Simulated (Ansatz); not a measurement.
TaS2:
```
CELL_PARAMETERS angstrom
     11.99737     0.00000     0.00000
     -5.99868    10.39002     0.00000
      0.00000     0.00000     6.05059
ATOMIC_POSITIONS crystal
  Ta 0.00000 0.00000 0.00000
  S  0.12448 0.17496 0.27030
  S  0.17496 0.05048 0.72970
  Ta 0.07151 0.28999 0.99953
  S  0.19929 0.48600 0.24169
  S  0.25208 0.35359 0.73363
  Ta 0.15181 0.63268 0.99966
  S  0.28671 0.80071 0.24169
  S  0.33333 0.66667 0.75641
  Ta 0.21848 0.92849 0.99953
  S  0.35359 0.10151 0.26637
  S  0.40731 0.97220 0.75868
  Ta 0.28999 0.21848 0.00047
  S  0.43511 0.40731 0.24132
  S  0.48600 0.28671 0.75831
  Ta 0.36732 0.51913 0.99966
  S  0.51400 0.71329 0.24169
  S  0.56489 0.59269 0.75868
  Ta 0.48087 0.84819 0.99966
  S  0.59269 0.02780 0.24132
  S  0.64641 0.89849 0.73363
  Ta 0.51913 0.15181 0.00034
  S  0.66667 0.33333 0.24359
  S  0.71329 0.19929 0.75831
  Ta 0.63268 0.48087 0.00034
  S  0.74792 0.64641 0.26637
  S  0.80071 0.51400 0.75831
  Ta 0.71001 0.78152 0.99953
  S  0.82504 0.94952 0.27030
  S  0.87552 0.82504 0.72970
  Ta 0.78152 0.07151 0.00047
  S  0.89849 0.25208 0.26637
  S  0.94952 0.12448 0.72970
  Ta 0.84819 0.36732 0.00034
  S  0.97220 0.56489 0.24132
  S  0.02780 0.43511 0.75868
  Ta 0.92849 0.71001 0.00047
  S  0.05048 0.87552 0.27030
  S  0.10151 0.74792 0.73363
```

Relaxed with PBEsol. Special points in fractions of this cell's reciprocal vectors: Γ (0.000, 0.000, 0.000); M (0.500, 0.000, 0.000); K (0.333, 0.333, 0.000); A (0.000, 0.000, 0.500); L (0.500, 0.000, 0.500); H (0.333, 0.333, 0.500); H2 (0.333, 0.333, -0.500).

### Question
List the band energies nearest the Fermi level at these points for DFT-PBEsol in the program Ansatz with PAW potentials.

### Answer
In eV from the Fermi level; about four levels below and three above (degenerate sets whole), none deeper than 8.9 eV; points with the same levels are listed once.

| k | below | above |
|---|---|---|
| Γ | -0.51 -0.51 -0.46 -0.37 | 0.25 0.25 0.30 |
| M | -0.56 -0.45 -0.43 -0.38 | 0.08 0.28 0.39 |
| K | -0.44 -0.42 -0.42 -0.39 | 0.12 0.12 0.55 0.55 |
| A | -0.79 -0.51 -0.48 -0.48 | 0.09 0.09 0.13 0.13 |
| L | -0.99 -0.83 -0.35 -0.30 | 0.08 0.24 0.24 |
| H | -1.26 -1.26 -0.44 -0.41 -0.41 | 0.21 0.22 0.22 |

Space group P-3. The start of the workflow was typed in or built on a structure type; neither database checked (COD, Materials Project) lists it. COD files the formula under space group No. 42, 164, 166, 194. Whether it is the stable phase at ambient conditions was not checked. The PBEsol relaxation kept the symmetry of its start; its stability against distortions is not shown here. The workflow began spin-polarised and lost its moments. A crystal of weakly bound layers computed without a dispersion correction: the cell and the soft elastic constants depend strongly on that. Scalar-relativistic: spin–orbit coupling is off unless named, which matters more the heavier the elements.

Potentials: the later of the program's two PAW sets.
